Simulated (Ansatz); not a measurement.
In₅AgSe₈ in space group P-42m (No. 111; Pearson symbol tP14), the program Ansatz at the r²SCAN level (PAW), all energies at zero smearing, with the estimated change up to a 700 eV cutoff added, with one set of potentials and settings (totals compare only within such a set). Cell of 14 atoms (5 In, 1 Ag, 8 Se): -79497.139 eV.

```
element              reference phase  E (eV/atom)
-------  ---------------------------  -----------
In       I4/mmm, 1 atoms in the cell   -5611.8204
Ag         R-3m, 3 atoms in the cell   -7603.9440
Se       P3_121, 3 atoms in the cell   -5478.1269
```

Formation energy per atom, worked out: (-79497.139 − 5×(-5611.8204) − 1×(-7603.9440) − 8×(-5478.1269))/14 = -0.648 eV/atom (-63 kJ per mol of atoms), at 0 K, without zero-point energy or fitted corrections.

The first step of the workflow began from a Materials Project structure, measured or hypothetical; the Crystallography Open Database files this formula in space group No. 111, but the cells were not matched. Whether it is the stable phase at ambient conditions was not checked. The r²SCAN relaxation kept the symmetry of its start; whether a distortion lowers the energy is not shown. No spin polarisation was allowed. The references are the lowest solids computed at this level, not always the standard phases.

Potentials: the later of the program's two PAW sets.
